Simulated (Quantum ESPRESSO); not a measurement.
## Ru4InLiAlMo (one composition in several site orders)

A calculation, not a measurement. The program is pw.x of Quantum ESPRESSO 7.5 (plane-wave density functional theory). The cell is made up: eight metal atoms on a hexagonal close-packed lattice, with elements, volume, strain and displacements drawn at random and not relaxed, so it may be unstable or far from any real phase. PseudoDojo standard norm-conserving files set the functional (PBE unless stated); there is no spin polarisation or spin-orbit coupling, the Fermi-Dirac width of 0.25 eV means electrons at about 2900 K, and the masses in the input are unused placeholders. A spin test at this wide smearing found no moment, but such smearing suppresses magnetism that the real alloy may have.

The runs put one composition on the sites in different orders. Cell, positions, cutoff, mesh and smearing stay as in the input of run 1; sites are counted in its order. Stress in the tables is positive in tension.

Input of run 1:

```
&control calculation='scf', pseudo_dir='./dojo.nc.sr.pbe.v0_5.standard.upf', outdir='./o', disk_io='minimal', tprnfor=.true., tstress=.true. /
&system ibrav=0, nat=8, ntyp=5, nbnd=63, ecutwfc=84.00895049, nosym=.true., tot_charge=0,
 occupations='smearing', smearing='fd', degauss=0.0183746611
/
&electrons conv_thr=1.470e-08, electron_maxstep=70, mixing_beta=0.5 /
ATOMIC_SPECIES
Al 1.0 Al.upf
In 1.0 In.upf
Li 1.0 Li.upf
Mo 1.0 Mo.upf
Ru 1.0 Ru.upf
CELL_PARAMETERS angstrom
2.7825 -0.0011 0.0376
-0.0019 4.9714 0.0298
0.1255 0.0574 9.5795
ATOMIC_POSITIONS angstrom
Ru -0.007 0.0432 -0.0694
In 0.0879 0.1213 4.8316
Ru -0.0297 1.5921 2.4327
Li 0.1375 1.6867 7.1372
Al 1.3614 2.5722 -0.0153
Ru 1.376 2.4386 4.7784
Mo 1.5373 4.2475 2.396
Ru 1.4977 4.2214 7.1498
K_POINTS automatic
8 5 3 1 1 1
```

```
run  elements on sites 1 to 8  free energy less that of run 1 (eV)  -TS (eV)  pressure (GPa)  stress xx (GPa)  stress yy (GPa)  stress zz (GPa)  stress yz (GPa)  stress xz (GPa)  stress xy (GPa)  iterations
  1   Ru In Ru Li Al Ru Mo Ru                                0.000    -1.821          -11.81             4.82            14.39            16.23            -0.77             0.69            -0.65          17
  2   Ru Li Al Ru Mo Ru Ru In                               -0.228    -1.873          -13.25             6.47            15.02            18.27             1.81             1.54            -0.94          19
  3   In Ru Ru Ru Al Ru Mo Li                                0.393    -1.765          -11.94             5.51             8.19            22.14             1.36             1.38            -1.23          18
  4   Li Al Mo In Ru Ru Ru Ru                                0.029    -1.952          -12.11             6.30            13.99            16.04            -0.98             0.72             0.01          19
  5   Li Ru In Ru Ru Ru Al Mo                                0.219    -1.594          -12.25             4.86             9.28            22.60             0.75             1.37            -1.25          19
  6   Li Ru In Ru Mo Ru Ru Al                                0.506    -1.925          -12.15             6.86            11.41            18.19             1.53             0.87            -1.52          19
```

Forces Fx Fy Fz (eV/Å):

| site | run 1 | run 2 | run 3 | run 4 | run 5 | run 6 |
| --- | --- | --- | --- | --- | --- | --- |
| 1 | -0.01 -0.21 -0.01 | 0.33 0.14 1.15 | 0.19 0.56 -0.60 | 0.03 -0.10 0.10 | 0.03 0.10 -0.05 | 0.05 0.11 -0.02 |
| 2 | -0.18 -1.24 0.24 | -0.05 -0.34 -0.52 | -0.15 -0.13 -1.33 | -0.05 -1.21 -0.53 | -0.15 -0.80 0.83 | -0.02 -0.83 0.03 |
| 3 | 0.12 0.81 -0.21 | 0.21 0.51 0.05 | 0.23 0.91 0.72 | -0.04 0.61 -0.50 | 0.35 1.47 -0.76 | 0.46 1.29 -0.35 |
| 4 | -0.10 0.26 0.21 | -0.31 0.61 0.09 | -0.23 0.40 -0.12 | -0.27 0.67 1.03 | -0.28 0.21 -0.21 | -0.29 0.47 -0.08 |
| 5 | 0.02 -0.27 0.50 | -0.01 -0.25 0.30 | 0.04 -0.79 0.10 | 0.10 0.33 1.12 | 0.13 0.39 -0.77 | 0.04 0.20 -0.55 |
| 6 | 0.31 1.97 -1.03 | 0.36 0.42 -0.19 | 0.40 0.28 -0.54 | 0.33 0.58 -1.26 | 0.46 0.84 1.46 | 0.40 0.77 1.23 |
| 7 | -0.13 -0.69 -1.06 | -0.59 -0.91 -0.77 | -0.49 -1.05 2.14 | -0.13 -0.37 0.47 | -0.43 -1.74 0.61 | -0.63 -2.01 0.41 |
| 8 | -0.02 -0.63 1.36 | 0.05 -0.18 -0.10 | 0.02 -0.19 -0.36 | 0.02 -0.51 -0.43 | -0.11 -0.48 -1.11 | 0.00 0.00 -0.67 |

The sites are displaced and not relaxed, so the energy differences hold strain from misfit and are not ordering energies. A rerun of one cell of this series at a higher cutoff and on a denser mesh moved values by no more than 0.006 eV in energy, 0.04 GPa in stress and 0.009 eV/Å in force, and a second program with other atomic files agreed on that cell to 2 % rms in force and 0.5 GPa in pressure.